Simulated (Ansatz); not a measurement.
Here is the system:

TlBr:
```cif
data_BrTl
_chemical_formula_sum 'Tl1 Br1'
_space_group_name_H-M_alt 'P 1'
_space_group_IT_number 1
_cell_length_a 3.97975
_cell_length_b 3.97975
_cell_length_c 3.97975
_cell_angle_alpha 90.000
_cell_angle_beta 90.000
_cell_angle_gamma 90.000
loop_
_space_group_symop_operation_xyz
  'x, y, z'
loop_
_atom_site_label
_atom_site_type_symbol
_atom_site_fract_x
_atom_site_fract_y
_atom_site_fract_z
_atom_site_occupancy
Tl1 Tl 0.00000 0.00000 0.00000 1
Br1 Br 0.50000 0.50000 0.50000 1
```

This is the PBE+D3(BJ)-relaxed structure.

Question: All from the program Ansatz at the PBE+D3(BJ) level (PAW), unless another level is named. Estimate the electron effective mass.

Answer: 0.16, 0.23, 0.23 mₑ (principal values).

Question: And the formation energy from the elements (no fitted shifts)?

Answer: -0.84 eV/atom.

Question: Give the hole effective mass.

Answer: 0.26, 0.47, 0.47 mₑ (principal values).

Space group Pm-3m (CsCl type). The PBE+D3(BJ) relaxation kept the symmetry of its start; phonons on a q-mesh show no instability. The references are the lowest solids computed at this level, not always the standard phases. Scalar-relativistic: spin–orbit coupling is off unless named, which matters more the heavier the elements.

Potentials: the later of the program's two PAW sets.

Edges and masses are those of Kohn–Sham bands, whose gap is no quasiparticle gap.
